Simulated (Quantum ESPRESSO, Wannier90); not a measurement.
CdTe (wurtzite), plane waves to Wannier functions

```
CdTe
1.0
    4.63327     0.00000     0.00000
   -2.31664     4.01253     0.00000
    0.00000     0.00000     7.60243
Cd Te
2 2
Direct
  0.33333   0.66667   0.00036
  0.66667   0.33333   0.50036
  0.33333   0.66667   0.37464
  0.66667   0.33333   0.87464
```

Materials Project entry mp-12779; symmetrised, unrelaxed at this level. Not found in the COD (Crystallography Open Database) copy used, which has the formula in other groups; not checked further. Method: PBEsol plane waves in Quantum ESPRESSO 7.5 (PseudoDojo norm-conserving files, 82 Ry, no spin polarisation, no spin-orbit coupling), Bloch states on a 6×6×4 mesh through Γ, Wannier90 4.0.1. Density: 12×12×4 mesh, Gaussian smearing 0.01 Ry. Spin-orbit coupling is left out although heavy elements are present.

Base run: 16 functions from bands 19-20,31-58 of the 58 computed, start hydrogen-like Cd: s;p; Te: s;p, centres 0.05 Å off the atoms, frozen window up to 2.09 eV relative to the valence-band maximum, outer window open. Bands 21–30 (Cd 4d 96 %) lie between the kept ones and are excluded. One setting was then changed (edges relative to the valence-band maximum; misfit to pw.x on a path, for states up to 1.6 eV relative to the valence-band maximum).

```
run      Ω_I (Å²)  rms misfit (meV)  worst (meV)
-------  --------  ----------------  -----------
base        31.17               2.1           15
changed     37.79               2.5           13
```

Task: Which change was made?
A) frozen window to 6.09 eV
B) no frozen window
C) only the lowest 23 of the kept bands
D) frozen window to 0.09 eV
E) only the lowest 18 of the kept bands

Result: C, only the lowest 23 of the kept bands. The others give:

```
run                                   Ω_I (Å²)  rms misfit (meV)  worst (meV)
------------------------------------  --------  ----------------  -----------
frozen window to 6.09 eV                 45.36               4.2           20
frozen window to 0.09 eV                 31.09                20          276
no frozen window                         30.24               100          456
only the lowest 18 of the kept bands     48.03               3.3           18
```
